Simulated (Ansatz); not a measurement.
Starting cell, Pt (fcc, Cu type):

```xyz
4
Lattice="3.9703 0.0000 0.0000 0.0000 3.9703 0.0000 0.0000 0.0000 3.9703" Properties=species:S:1:pos:R:3 pbc="T T T"
Pt     0.0000     0.0000     0.0000
Pt     1.9851     1.9851     0.0000
Pt     1.9851     0.0000     1.9851
Pt     0.0000     1.9851     1.9851
```

In this cell atom 1 (Pt, nearest neighbour Pt at 2.807 Å; its periodic images, 4.0 Å or more away, move with it) is moved by s along Cartesian [111], unit vector (0.577, 0.577, 0.577); all other atoms and the cell stay fixed.

Method: PBE (plane waves to 420 eV, PAW, scalar-relativistic; Ansatz, a program for electronic structure). k mesh 10×10×10 (Γ-centred), Fermi-Dirac smearing 0.05 eV. Energies are smeared free energies. With partly filled bands, energies and forces of such displacements shift with the k mesh and the smearing. Pt is run without spin polarisation. Pt was relaxed with its symmetry unable to fall. Spin-orbit coupling is left out, though Pt is heavy. ΔE is measured from the undisplaced structure. The last digit holds for this mesh only.

| s (Å) | ΔE (meV/cell) |
|---|---|
| -0.840 | 6155.9 |
| -0.672 | 3363.0 |
| -0.504 | 1643.9 |
| -0.336 | withheld |
| -0.168 | 160.0 |
| 0.000 | 0.0 |
| 0.168 | 160.0 |
| 0.336 | withheld |
| 0.504 | 1643.9 |
| 0.672 | 3363.0 |
| 0.840 | 6155.9 |

Task: Fit an even polynomial form (powers 2, 4, 6) to the given rows and predict ΔE at s = -0.336.

Result: Least squares on the 9 given rows: ΔE = (5287)·s² + (4607)·s⁴ + (375.3)·s⁶, in meV/cell with s in Å; root-mean-square residual 3.61 meV/cell. At -0.336 the fit gives 656.1 meV/cell; the calculation gives 663.4 meV/cell, so the interpolation is off by -7.3 (-1.1 %). The quadratic term alone would give 596.9 meV/cell.

(For displaced atoms, the force is minus the slope of the energy, and its curvature is a force constant, which sets phonon frequencies.)
